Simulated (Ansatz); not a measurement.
Relaxed-ion elastic tensor of Ba (bcc (W type), space group No. 229) in GPa (Voigt order), the program Ansatz at the PBEsol level (PAW); density 3.93 g/cm³, 57.96 Å³ per atom.

```
12.7   7.5   7.5   0.0   0.0   0.0
 7.5  12.7   7.5   0.0   0.0   0.0
 7.5   7.5  12.7   0.0   0.0   0.0
 0.0   0.0   0.0  11.2   0.0   0.0
 0.0   0.0   0.0   0.0  11.2   0.0
 0.0   0.0   0.0   0.0   0.0  11.2
```

Problem. Is the crystal mechanically stable?

Solution. Yes: the smallest eigenvalue of C is 5.2 GPa.

Problem. Work out the Voigt, Reuss and Hill averages.

Solution. K_V = 9.2, K_R = 9.2, K_H = 9.2; G_V = 7.8, G_R = 4.8, G_H = 6.3 GPa.

Problem. Give Young's modulus, Poisson's ratio, Pugh's ratio and the universal anisotropy index.

Solution. E = 9KG/(3K + G) = 15.4 GPa; ν = 0.22; K/G = 1.47 (brittle by the Pugh limit of 1.75); A_U = 5G_V/G_R + K_V/K_R − 6 = 3.08.

Problem. Estimate the sound speeds and the Debye temperature.

Solution. v_l = √((K + 4G/3)/ρ) = 2120 m/s, v_t = √(G/ρ) = 1260 m/s, mean 1400 m/s; Θ = (h/k)(3n/4πV)^(1/3) v_m = 108 K.

Problem. Give the Zener ratio and Young's modulus along [100], [110] and [111].

Solution. A = 2C44/(C11 − C12) = 4.34; 1/E = S11 − 2(S11 − S12 − S44/2)Γ with Γ = 0, 1/4, 1/3 gives 7.1, 15.0, 24.0 GPa.

Problem. Solve the Christoffel equation for the three sound speeds along [100], [110], [111].

Solution. Eigenvalues of C_ijkl n_j n_l equal ρv². In km/s, slowest first: [100] 1.69, 1.69, 1.79; [110] 0.81, 1.69, 2.33; [111] 1.18, 1.18, 2.48.

Space group Im-3m (bcc (W type)). The PBEsol relaxation kept the symmetry of its start. As this level gives no gap, shear constants depend on the k-mesh and smearing (Fermi–Dirac, 0.1 eV here). Scalar-relativistic: spin–orbit coupling is off unless named, which matters more the heavier the elements.

Potentials: the earlier of the program's two PAW sets. The files were generated under PBE; for other functionals the program regenerates the frozen cores, and for LDA and PBEsol the local potential too.
